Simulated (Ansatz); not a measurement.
TiTe2:
```
TiTe2
1.0
    3.77744     0.00000     0.00000
   -1.88872     3.27136     0.00000
    0.00000     0.00000    33.00000
Ti Te
1 2
Cartesian
  0.00000   0.00000  16.50000
  0.00000   2.18091  14.79223
  1.88872   1.09045  18.20777
```
Free-standing layer in the xy plane with vacuum along z and no interaction between images.

Relaxed with r²SCAN+D4.

Q: All from r²SCAN+D4 in the plane-wave PAW code Ansatz, unless another level is named. Give the electronic character.

A: metallic.

Q: What about the gap with spin–orbit coupling?

A: none.

Q: And the work function?

A: 4.94 eV.

Space group P-3m1 (1T). The layer was cut from a bulk entry of the Materials Project (measured or hypothetical); whether that bulk phase is the ambient one, and whether the layer has been isolated, was not checked. The cell was relaxed with r²SCAN+D4 under the symmetry of its start; its stability against distortions is not shown here. No spin polarisation was allowed. Scalar-relativistic: spin–orbit coupling is off unless named, which matters more the heavier the elements.

Potentials: the later of the program's two PAW sets.
